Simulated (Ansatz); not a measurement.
Li₃H₂: zone-centre modes

These are results of DFT PBE, scalar-relativistic, plane waves, PAW in Ansatz 0.2.0, not measurements. Cutoff 420 eV, 18×18×18 k-points (Γ-centred), Fermi-Dirac smearing of 0.15 eV. No spin polarisation. Phonons by linear response, acoustic sum rule imposed.

Relaxed structure:
```xyz
5
Lattice="-1.4212 1.4212 6.2767 1.4212 -1.4212 6.2767 1.4212 1.4212 -6.2767" Properties=species:S:1:pos:R:3 pbc="T T T"
Li    0.0000    0.0000    4.1374
Li    0.0000    0.0000    8.4161
Li    0.0000    0.0000    0.0000
H     0.0000    0.0000    2.0834
H     0.0000    0.0000   10.4701
```

It was reached by relaxing an invented guess, and it needn't be the stable form of this composition. In a metal, frequencies depend on the k mesh and the smearing, soft modes most.

Q: Is this structure stable against zone-centre distortions?

A: Yes, at Γ: no optical mode is imaginary. Strains and other wave vectors aren't tested by this run.

Q: List the optical modes at Γ (i marks imaginary ones).

A:
| frequency (meV) | degeneracy |
| --- | --- |
| 31.9 | 2 |
| 33.7 | 2 |
| 40.1 | 1 |
| 43.6 | 1 |
| 65.3 | 1 |
| 76.7 | 2 |
| 87.1 | 2 |
| 102.1 | 1 |
